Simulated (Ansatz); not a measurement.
All numbers below come from Ansatz 0.2.0, DFT PBE, scalar-relativistic, plane waves, PAW. Each cell gets a short relaxation within its symmetry: 420 eV, a coarse mesh through Γ, smearing of 0.2 eV, at most 16 steps to 0.08 eV/Å and 0.8 GPa. No spin polarisation. Energies are free energies per atom, good to about 0.1 eV/atom between metallic cells, end volumes are rough, and groups of ends are read at 0.1 Å.

Two unrelaxed guesses for Mg3Sn2N2:

A.

Space group P4mm (No. 99). a = 4.952 Å, b = 4.952 Å, c = 6.419 Å, α = 90.00°, β = 90.00°, γ = 90.00°
| atom | site | symmetry | x | y | z |
| --- | --- | --- | --- | --- | --- |
| Mg | 1a | 4mm | 0.0000 | 0.0000 | 0.9730 |
| Mg | 2c | 2mm. | 0.5000 | 0.0000 | 0.5379 |
| Sn | 2c | 2mm. | 0.5000 | 0.0000 | 0.8733 |
| N | 2c | 2mm. | 0.5000 | 0.0000 | 0.2562 |

B.

Space group R-3m:H (No. 166). a = 3.400 Å, b = 3.400 Å, c = 36.500 Å, α = 90.00°, β = 90.00°, γ = 120.00°
| atom | site | symmetry | x | y | z |
| --- | --- | --- | --- | --- | --- |
| Mg | 3a | -3m | 0.0000 | 0.0000 | 0.0000 |
| Mg | 6c | 3m | 0.0000 | 0.0000 | 0.7311 |
| Sn | 6c | 3m | 0.3333 | 0.6667 | 0.8007 |
| N | 6c | 3m | 0.6667 | 0.3333 | 0.9685 |

Question: Does the order of the two change on relaxation?

Answer: As given, B is lower by 1.83 eV/atom. Relaxed, B is lower by 0.67 eV/atom, so the order holds. A goes from P4mm at 22.5 Å³/atom to P4mm at 21.0 Å³/atom and gains 1.32 eV/atom. B goes from R-3m at 17.4 Å³/atom to R-3m at 17.4 Å³/atom and gains 0.16 eV/atom. The closest pair in A goes from Mg–N at 1.81 Å to Mg–N at 1.97 Å. The closest pair in B goes from Mg–N at 2.27 Å to Mg–N at 2.06 Å. At the end: counting Mg or Sn atoms around N (for each partner element, those within 1.25 times its shortest distance or 1.15 times the sum of covalent radii, where it is the nearest in units of that sum or under 1.3; a plus sign parts groups by distance over the sum of covalent radii), A has N 4 and B has N 3+3.
